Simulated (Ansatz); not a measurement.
This log comes from Ansatz, run on ZrSn2O4 in the borrowed MnGa2S4 type (No. 82). It starts from a supercell of the end of a PBEsol relaxation, slightly strained and with each coordinate displaced at random by about 0.06 Å.

Starting structure:
```
Zr Sn O
1.0
    -2.67647    2.56785    5.67903
     2.60969   -2.62058    5.67244
     2.68107    2.62517   -5.70376
Zr Sn O
1 2 4
Direct
  0.25374 0.75618 0.49877
  0.73588 0.25798 0.48761
  0.50668 0.53009 0.02648
  0.42250 0.84066 0.95356
  0.15348 0.11171 0.57059
  0.53277 0.60788 0.43136
  0.89221 0.46577 0.05925
```

The log, with set-up remarks and timings taken out:
```
Pseudopotential: Zr, paw, valence charge 12, recommended cutoff 420 eV (normal)
Pseudopotential: Sn, paw, valence charge 14, recommended cutoff 420 eV (normal)
Pseudopotential: O, paw, valence charge 6, recommended cutoff 420 eV (normal)
Functional definition: PBEsol
  exchange = pbesol_x
  correlation = pbesol_c
Crystal: 7 atoms, lattice volume = 155.932 Å³
Basis set: ecut = 420 eV, 3055 PW (Γ)
Bands: 39, of which v1, the nominal top of the filled ones, is band 32 counted from 1 (31 counted from 0)
Symmetry: 1 space group operations
Space group: P1 (ITA 1)
k-points: 112 of 216 (time reversal used)
preconditioner: auto → Resta (q_TF=auto, 2.352 Å⁻¹)  ε∞=3.2  [insulator: Δε(μ)=1.161 eV  σ=0.050 eV  ℏωp=22.3 eV]
relax step 1: F+E_penalty+E_count = -18273.30445541 eV  max|allowed force component| = 9.013e-1 eV/Å  Δτ_max = 0.0000 Å  P = -3.089 GPa  Ω = 155.932 Å³
relax step 2: F+E_penalty+E_count = -18273.48248956 eV  max|allowed force component| = 4.074e-1 eV/Å  Δτ_max = 0.1069 Å  P = +0.705 GPa  Ω = 150.046 Å³
relax step 3: F+E_penalty+E_count = -18273.53258798 eV  max|allowed force component| = 3.516e-1 eV/Å  Δτ_max = 0.0633 Å  P = +0.086 GPa  Ω = 150.677 Å³
relax step 4: F+E_penalty+E_count = -18273.67075605 eV  max|allowed force component| = 5.920e-1 eV/Å  Δτ_max = 0.0945 Å  P = -0.234 GPa  Ω = 149.350 Å³
relax step 5: F+E_penalty+E_count = -18273.94147342 eV  max|allowed force component| = 7.697e-1 eV/Å  Δτ_max = 0.1294 Å  P = -0.838 GPa  Ω = 146.380 Å³
relax step 6: F+E_penalty+E_count = -18274.19600606 eV  max|allowed force component| = 6.785e-1 eV/Å  Δτ_max = 0.1026 Å  P = -1.052 GPa  Ω = 142.727 Å³
relax step 7: F+E_penalty+E_count = -18274.42062749 eV  max|allowed force component| = 9.186e-1 eV/Å  Δτ_max = 0.1947 Å  P = +1.426 GPa  Ω = 137.660 Å³
[…]
relax step 39: F+E_penalty+E_count = -18275.02225198 eV  max|allowed force component| = 1.126e-2 eV/Å  Δτ_max = 0.0134 Å  P = +0.006 GPa  Ω = 157.622 Å³
relax step 40: F+E_penalty+E_count = -18275.02236203 eV  max|allowed force component| = 6.731e-3 eV/Å  Δτ_max = 0.0029 Å  P = -0.005 GPa  Ω = 157.588 Å³
relax step 41: F+E_penalty+E_count = -18275.02365064 eV  max|allowed force component| = 7.280e-3 eV/Å  Δτ_max = 0.0000 Å  P = +0.002 GPa  Ω = 157.588 Å³  (SCF on a basis re-selected at this cell)
relax step 42: F+E_penalty+E_count = -18275.02374255 eV  max|allowed force component| = 1.308e-2 eV/Å  Δτ_max = 0.0168 Å  P = -0.011 GPa  Ω = 157.708 Å³
relax step 43: F+E_penalty+E_count = -18275.02376983 eV  max|allowed force component| = 3.481e-3 eV/Å  Δτ_max = 0.0018 Å  P = -0.007 GPa  Ω = 157.715 Å³
relax step 44: F+E_penalty+E_count = -18275.02415985 eV  max|allowed force component| = 3.595e-3 eV/Å  Δτ_max = 0.0000 Å  P = -0.006 GPa  Ω = 157.715 Å³  (SCF on a basis re-selected at this cell)
Free energy (F): -18275.024160 eV
Fermi energy:    6.029786 eV
--- Per-component energies (eV) ---
  E_band       = -597.146634
  E_kinetic    = 1405.092172
  E_local      = -5976.340719
  E_nonlocal   = 211.523111
  E_hartree    = 2724.437169
  E_xc         = -1209.591150
  E_vxc        = -756.515771
  E_paw        = -11637.239541
  E_vpaw       = -929.789482
  E_ewald      = -3793.791434
  E_core_change = 0.876552
--- Forces (eV/Å), atoms counted from 1 ---
  atom   1  Zr    -0.00232    -0.00225    -0.00002
  atom   2  Sn      0.00034    -0.00209    -0.00305
  atom   3  Sn    -0.00149      0.00332    -0.00320
  atom   4  O       0.00346      0.00185      0.00359
  atom   5  O     -0.00008      0.00195    -0.00099
  atom   6  O     -0.00089      0.00008      0.00319
  atom   7  O       0.00098    -0.00285      0.00047
--- Stress (GPa, compression-positive) ---
       -0.012087      -0.007669       0.026661
       -0.007669      -0.009676      -0.014746
        0.026661      -0.014746       0.004293
  P = ⅓ Tr σ = -0.0058 GPa (-0.058 kbar)
--- Relaxed structure (38 steps of the walk, 38 accepted, 6 SCFs on fresh bases) ---
  F+E_penalty+E_count = -18275.02415985 eV   max|allowed force component| = 3.595e-3 eV/Å
  cell:  # Å, volume = 157.7148 Å³
    - [-1.811811, 2.743251, 4.931701]
    - [4.375289, -3.769968, 6.594201]
    - [0.917058, 2.867173, -5.404672]
  atoms:
    - { symbol: Zr, position: [0.246094, 0.785196, 0.560707] }
    - { symbol: Sn, position: [0.878939, 0.172505, 0.501022] }
    - { symbol: Sn, position: [0.429688, 0.503769, -0.185985] }
    - { symbol: O, position: [0.501433, 0.846239, 0.035076] }
    - { symbol: O, position: [0.144387, 0.084652, 0.757799] }
    - { symbol: O, position: [0.425700, 0.676590, 0.296618] }
    - { symbol: O, position: [0.871014, 0.501317, 1.062395] }
```

Question: Reconstruct the input.

Answer:
```yaml
crystal:
  # lattice and atoms as above
kpoints:
  mp_grid: { grid: [6, 6, 6] }
hamiltonian:
  xc: pbesol
scf:
  occupations: { method: fermi_dirac, width: 0.05 }
relax:
  f_tol: 0.01
  cell: {}
  max_steps: 120
```
The relax steps with a changing cell volume need the relax block with cell. Keys that aren't typed take their defaults; thresholds and the kind of smearing can't be read off these lines.

Command: `ansatz run input.yaml --threads 4 --pin off --max-ram 4608MiB --backend cpu --events-out ev --progress --plain --runs-dir out`. Wall time 13 min on 4 threads of Arm Neoverse V1, on a shared host, load about 0.9 per core; peak host memory 0.92 GiB.

Note: simulated data, non-magnetic, for a generated structure that need not be the stable one.
